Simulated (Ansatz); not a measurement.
Computed with Ansatz 0.2.0, DFT PBE, scalar-relativistic, plane waves, PAW. Cutoff 420 eV, Γ-centred meshes of about 0.25 Å⁻¹ or finer for metals and 0.3 Å⁻¹ for insulators (2π included), Gaussian smearing. No spin polarisation.

Temperature and zero-point effects are left out.

Two forms of Mg3Sn3N were relaxed alike.

A.

```
Mg Sn N
1.0
     3.30377    0.00000    0.00000
    -1.65188    2.86115    0.00000
     0.00000    0.00000   15.76664
Mg Sn N
3 3 1
Direct
  0.33333 0.66667 0.06276
  0.66667 0.33333 0.93197
  0.33333 0.66667 0.75924
  0.66667 0.33333 0.41435
  0.00000 0.00000 0.59549
  0.00000 0.00000 0.23710
  0.00000 0.00000 0.99909
```

B.

```
Mg Sn N
1.0
     3.20634    0.00000    0.00000
     0.00000    3.20634    0.00000
     0.00000    0.00000   14.41204
Mg Sn N
3 3 1
Direct
  0.50000 0.50000 0.14475
  0.50000 0.50000 0.85525
  0.00000 0.00000 0.00000
  0.00000 0.00000 0.70189
  0.00000 0.00000 0.29811
  0.50000 0.50000 0.50000
  0.50000 0.50000 0.00000
```

Question: Which is lower in energy, and by how much?

Answer: A is lower, by 47 meV/atom. A has space group P3m1 (No. 156), 21.3 Å³/atom and no gap on its mesh; B has space group P4/mmm (No. 123), 21.2 Å³/atom and no gap. In A, Mg on its first site has 3 N at 2.16 Å, 3 Mg at 2.81 Å, 6 Mg at 3.30 Å and 3 Sn at 3.35 Å; Sn on its first site has 12 Sn at 3.30–3.43 Å; N is surrounded by 6 Mg at 2.16–2.18 Å, 6 N at 3.30 Å and 1 Sn at 3.75 Å; 4 more sites not described. In B, around Mg on a site of symmetry 4mm lie 1 N at 2.09 Å, 8 Mg at 3.08–3.21 Å and 4 Sn at 3.17 Å; around Sn on a site of symmetry 4mm lie 4 Mg at 3.17 Å, 4 Sn at 3.21 Å and 4 Sn at 3.69 Å; N is surrounded by 2 Mg at 2.09 Å and 4 Mg at 2.27 Å; 2 more sites not described. Both come from trial cells of a structure search, whose lowest cell (R3m, 20.7 Å³/atom) lies 83 meV/atom below the lower of the two.

With atoms moved at random, A (by 31 meV/atom) and B (by 27 meV/atom) fell into a lower structure. Some candidate types were left out of the draw beforehand, so a known form may be missing.
